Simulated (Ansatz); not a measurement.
SiNi₃ (Cu3Au type, Pm-3m), the program Ansatz at the r²SCAN level (PAW), all energies at zero smearing, with the estimated change up to a 700 eV cutoff added, with one set of potentials and settings (totals compare only within such a set). Cell of 4 atoms (1 Si, 3 Ni): -18176.679 eV.

```csv
element,reference phase,E (eV/atom)
Si,"Fd-3m, 2 atoms in the cell",-639.0665
Ni,"Fm-3m, 1 atoms in the cell, spin-polarised",-5845.2921
```

Formation energy per atom, worked out: (-18176.679 − 1×(-639.0665) − 3×(-5845.2921))/4 = -0.434 eV/atom (-42 kJ per mol of atoms), at 0 K, without zero-point energy or fitted corrections.

The r²SCAN relaxation kept the symmetry of its start. The run is not spin-polarised. The references are the lowest solids computed at this level, not always the standard phases.

Potentials: the earlier of the program's two PAW sets.
